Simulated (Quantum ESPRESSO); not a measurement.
```yaml
crystal:
  lattice:
    - [0.00000, 2.73372, 2.73372]
    - [2.73372, 0.00000, 2.73372]
    - [2.73372, 2.73372, 0.00000]
  atoms:
    - { symbol: Mg, position: [0.00000, 0.00000, 0.00000] }
    - { symbol: Se, position: [0.50000, 0.50000, 0.50000] }
```
Geometry: a computed entry of the Materials Project; it was not checked against measured cells. It is MgSe in Fm-3m; whether this form has been observed was not checked. Stability against distortions was not tested.

With PBE (σ by GIPAW in a modified build of Quantum ESPRESSO; JTH PAW datasets, 20 Ha):

```tsv
quantity	PBE
σ_iso Mg (ppm)	567.6
σ_iso Se (ppm)	1826.2
```

Shieldings are absolute and leave out the bulk-susceptibility term; a larger σ means a smaller chemical shift. By our sweeps, such settings leave a few ppm in absolute σ on light atoms and up to some 20 ppm from Zn on. Spin–orbit coupling is left out; its weight grows with the heaviest atom, Se here. No d partial waves on Mg, Se: the paramagnetic term there is incompletely reconstructed. The structure is static (0 K, no zero-point motion).

Question: What does the LDA, on its own JTH datasets and the same geometry, give?

Answer: 
| quantity | LDA | LDA − PBE |
|---|---|---|
| σ_iso Mg (ppm) | 558.5 | -9.2 |
| σ_iso Se (ppm) | 1720.6 | -105.6 |
